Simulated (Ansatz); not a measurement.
A trial cell of YAlSe3, before relaxation:

```cif
data_structure
_symmetry_space_group_name_H-M 'P 1'
_symmetry_Int_Tables_number 1
_cell_length_a 4.5904
_cell_length_b 4.5904
_cell_length_c 6.9862
_cell_angle_alpha 90.000
_cell_angle_beta 90.000
_cell_angle_gamma 90.000
_cell_volume 147.21
loop_
_atom_site_label
_atom_site_type_symbol
_atom_site_fract_x
_atom_site_fract_y
_atom_site_fract_z
_atom_site_occupancy
Y1 Y 0.50000 0.50000 0.00000 1
Al1 Al 0.50000 0.50000 0.50000 1
Se1 Se 0.50000 0.50000 0.27652 1
Se2 Se 0.50000 0.50000 0.72348 1
Se3 Se 0.00000 0.00000 0.50000 1
```

Computed with DFT PBE, scalar-relativistic, plane waves, PAW (Ansatz). Cutoff 420 eV, Gaussian smearing, Γ-centred meshes. Cell and atoms relax first on a coarse mesh and then on a finer one. In between, the cell is made exact in the group found at 0.06 Å. In metals the finer mesh still leaves noise of several meV/atom or more. The steps can't lower the symmetry of their start. No spin polarisation.

A guess keeps its type if space group and coordination stay and the shape of the cell changes little (axis ratios within about 15 %, angles within 6°); the volume may change.

**Question.** Will the relaxed cell still be of the starting type?

**Answer.** It doesn't keep its type. The symmetry stays P4/mmm (No. 123). The volume per atom shrinks by 5.0 %, from 29.4 to 28.0 Å³. The shortest distance goes from 1.56 Å (Al–Se) to 2.45 Å (Al–Se). The ratio c/a of the conventional cell changes by a factor of 1.77. Counting neighbours within 15 % of an atom's shortest distance, the start has Al 2, Se 1/12, Y 2 and the end Al 6, Se 2/4, Y 2. In detail, at the end Y has 2 Se at 2.58 Å; Al is surrounded by 2 Se at 2.45 Å and 4 Se at 2.64 Å; around Se on a site of symmetry 4mm lie 1 Al at 2.45 Å and 1 Y at 2.58 Å; 1 more site not described.

```
Y Al Se
1.0
     3.72854    0.00000    0.00000
     0.00000    3.72854    0.00000
     0.00000    0.00000   10.05837
Y Al Se
1 1 3
Direct
  0.50000 0.50000 0.00000
  0.50000 0.50000 0.50000
  0.50000 0.50000 0.25659
  0.50000 0.50000 0.74341
  0.00000 0.00000 0.50000
```

The last run used a 10×10×4 mesh (in the run's order of axes) for its 5-atom cell and Gaussian smearing of 0.10 eV. A structure relaxed within its symmetry needn't be a true minimum.

In counts of neighbours, a slash parts the counts of unlike sites.
